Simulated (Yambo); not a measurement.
```
CELL_PARAMETERS angstrom
     -1.82908     1.82908     3.27380
      1.82908    -1.82908     3.27380
      1.82908     1.82908    -3.27380
ATOMIC_POSITIONS crystal
  O  0.38868 0.38868 0.00000
  O  0.61132 0.61132 0.00000
  Ba 0.00000 0.00000 0.00000
```

BaO₂ (space group I4/mmm, No. 139) under isotropic strain of -3 % on all lattice vectors: mean Im ε in 1 eV windows above the direct gap of 3.68 eV, for different electron-hole kernels (Yambo, broadening 0.15 eV, norm-conserving PBEsol (Quantum ESPRESSO, 84 Ry, without SOC) bands; 8×8×8 mesh, 4 valence and 2 conduction bands, static screening with 29 bands and a 4 Ry block, scissor 1.64 eV, Tamm-Dancoff; field along x).

```json
[
 {"window (eV)": "3.7 to 4.7", "independent quasiparticles": "0.0", "BSE": "0.1"},
 {"window (eV)": "4.7 to 5.7", "independent quasiparticles": "0.1", "BSE": "0.2"},
 {"window (eV)": "5.7 to 6.7", "independent quasiparticles": "0.3", "BSE": "0.6"},
 {"window (eV)": "6.7 to 7.7", "independent quasiparticles": "0.6", "BSE": "1.4"}
]
```

This run doesn't resolve bound excitons or single peaks, so only averages are given, and they too depend on the mesh; weight that the attraction moves below the gap isn't listed. All transitions below 7.85 eV are in the band window. The scissor comes from a G0W0 run whose convergence isn't established.

Geometry strained from the cell relaxed with PBEsol, atoms relaxed again.
